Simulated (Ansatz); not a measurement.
## Lattice dynamics of Na

Na in the bcc lattice, in a typed cell, not relaxed.

```yaml
# lattice in Å, fractional positions
crystal:
  lattice:
    - [-2.10000, 2.10000, 2.10000]
    - [2.10000, -2.10000, 2.10000]
    - [2.10000, 2.10000, -2.10000]
  atoms:
    - { symbol: Na, position: [0.00000, 0.00000, 0.00000] }
```

Method (Ansatz, development build): r2SCAN; all-electron PAW datasets (no frozen core) at 200 eV; k mesh 8×8×8; Fermi–Dirac smearing of 0.1 eV; no spin. Harmonic phonons by finite displacements in cells commensurate with each q, in cm⁻¹; i marks an unstable mode.

Caveats: coarse k mesh.

(1) Give all 3 branches at q = (0.5, -0.5, 0.5) and q = (0, 0, 0.5) (reciprocal cell vectors).

Results:

(1) q = (0.5, -0.5, 0.5): 132 (×3). q = (0, 0, 0.5): 31, 90, 138.

Time of the run on a server CPU (model not recorded), shared host: about 48 s of wall time (3.8 cores busy on average).
